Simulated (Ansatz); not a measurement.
Data:

CsPbCl₃:
```
CsPbCl3
1.0
    5.61551     0.00000     0.00000
    0.00000     5.61551     0.00000
    0.00000     0.00000     5.61551
Cs Pb Cl
1 1 3
Direct
  0.00000   0.00000   0.00000
  0.50000   0.50000   0.50000
  0.00000   0.50000   0.50000
  0.50000   0.50000   0.00000
  0.50000   0.00000   0.50000
```

This is the PBEsol-relaxed structure.

Q: All from DFT-PBEsol in the program Ansatz with PAW potentials, unless another level is named. Estimate the formation energy from the elements (no fitted shifts).

A: -144 kJ/mol of atoms.

Q: What about the electron effective mass with spin–orbit coupling?

A: 0.13 mₑ (isotropic).

Q: Next, the gap with spin–orbit coupling?

A: 0.60 eV.

Q: What about the hole effective mass?

A: 0.17 mₑ (isotropic).

Q: Predict the weight of the conduction-edge state by species (Voronoi cells).

A: Pb 57 %, Cl 40 %, Cs 3 %.

Space group Pm-3m (cubic perovskite). This is a known high-temperature phase of the composition, computed here at zero pressure and temperature. The cell was relaxed with PBEsol under the symmetry of its start; its stability against distortions is not shown here. The references are the lowest solids computed at this level, not always the standard phases (solids in place of the gases). Scalar-relativistic: spin–orbit coupling is off unless named, which matters more the heavier the elements.

Potentials: the later of the program's two PAW sets.
